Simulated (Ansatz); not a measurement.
# Structures of CsRe₃: which is lowest?

Plane-wave DFT in Ansatz with scalar-relativistic PAW potentials, cutoff 420 eV, Γ-centred meshes chosen by cell and gap, Gaussian smearing with energies taken to zero width. Every cell was relaxed (cell and atoms) in a run of its own, within the symmetry of its start. Functional: PBE.

Relaxed structures (starts from databases or built by putting these elements on another compound's sites):
A. Fm-3m, 4 atoms in the computed cell, a = 6.569 Å; sites (symmetry × multiplicity) Cs m-3m × 4, Re -43m × 8 + m-3m × 4; start: built
B. P4/mmm, 4 atoms in the computed cell, a = 4.885 Å, c = 2.982 Å; sites (symmetry × multiplicity) Cs 4/mmm × 1, Re 4/mmm × 1 + mmm. × 2; start: built

Problem. Rank them by energy. Could pressure change the order?

Solution.
```tsv
structure	group	E − E(lowest) (meV/atom)	V (Å³/atom)	gap on mesh (eV)
A	Fm-3m	0.0	17.72	0.00
B	P4/mmm	168	17.79	0.00
```

A is lowest, 168 meV/atom under B. The lowest is also the densest of these, so pressure wouldn't bring one of the others in at first order. Other structures may lie lower than all of these, and vibrations aren't counted.

Spin-orbit coupling is left out, which matters for the bands of heavy elements.